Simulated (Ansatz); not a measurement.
NbSi2 (CrSi2 type, space group P6_222)

```
NbSi2
1.0
    4.76755     0.00000     0.00000
   -2.38378     4.12882     0.00000
    0.00000     0.00000     6.57584
Nb Si
3 6
Cartesian
  2.38378   0.00000   0.00000
  1.19189   2.06441   2.19195
 -1.19189   2.06441   4.38389
  0.00000   1.31842   0.00000
  3.62577   0.65921   2.19195
  1.24200   3.46961   4.38389
  2.38378   2.81041   0.00000
 -1.24200   3.46961   2.19195
  1.14178   0.65921   4.38389
```

The slice is a (0001) plane (indices of the conventional cell) through the point (0.160, 0.319, 0.000) (fractional), spanned by u = [110] and v = [1 -1 0] in vectors of this cell: u (4.77 Å) and v (8.26 Å, at 90° to u). It covers one period; positions are fractions (u, v).

The numbers are results of PBEsol (plane waves to 420 eV, PAW, scalar-relativistic; Ansatz, a quantum-chemistry and plane-wave program), not measurements. k mesh 11×11×7. Near the nuclei the fields are pseudised (PAW); where an atom keeps semicore shells as valence, they peak there. NbSi2 is run without spin polarisation. NbSi2 was relaxed with its symmetry unable to fall. The PAW data are Ansatz's earlier set.

### Question
Sketch the valence electron density on this plane as a map.

### Answer
```
|11221123322232|
|22222367742222|
|22112699973222|
|11113799984111|
|22213699973112|
|22222478752222|
|11322234321222|
|00222222211221|
|01222222221222|
|22222232221122|
|32222211122112|
|22222210122112|
|33222321122112|
|77422222222236|
|99732222211269|
|99841111111379|
|99731122221369|
|87522222222247|
|43212221132223|
|22112210022222|
|22212220122222|
|22211222222223|
|11221123222221|
|01221122222221|
```
Scale: ten equal steps from -0.87 (start of '0') to 0.71 (end of '9'), in the order '0123456789'. Values: log₁₀ of the valence density in e/Å³. The map has 14 points along u (one character each, u = 0 at the left) and 24 along v (v = 0 in the bottom row). The scale is logarithmic, as a density can span decades between atoms and voids.
